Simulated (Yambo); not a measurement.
G0W0@LDA for a free-standing WS2 monolayer (symmetry P-6m2, slab cell 16.1 Å high) in Yambo. Reference settings: 9×9×1 Γ-centred k mesh, bands 2 to 104 and a 7 Ry block in the screening, 104 bands in G with the Bruneval-Gonze terminator, plasmon pole fitted at 27.2 eV, slab-truncated Coulomb interaction, stochastic integration of W near q = 0. The LDA gap K → K on this mesh is 1.99 eV; G0W0 gaps are taken between the same points.

The settings were changed. The gap went from 2.97 eV to 3.00 eV, and the shift of the valence edge from -0.06 eV to 0.47 eV.

Problem. Name the change that produced these shifts.
(A) 40 bands in W, 40 bands in G, 3 Ry block
(B) 40 bands in W, 40 bands in G, 4 Ry block
(C) 6×6×1 mesh
(D) 25 bands in W, 25 bands in G, 6 Ry block

Solution. D, 25 bands in W, 25 bands in G, 6 Ry block. The others gave (gap, valence shift): 6×6×1 mesh: 2.92, -0.03 eV; 40 bands in W, 40 bands in G, 3 Ry block: 2.99, 0.37 eV; 40 bands in W, 40 bands in G, 4 Ry block: 3.01, 0.32 eV.

Spin-orbit coupling is not included.

Geometry relaxed with LDA; primitive cell a = 3.123 Å, b = 3.123 Å, c = 16.100 Å, α = 90.00°, β = 90.00°, γ = 120.00°.

A shift is the quasiparticle energy of the state minus its LDA energy.
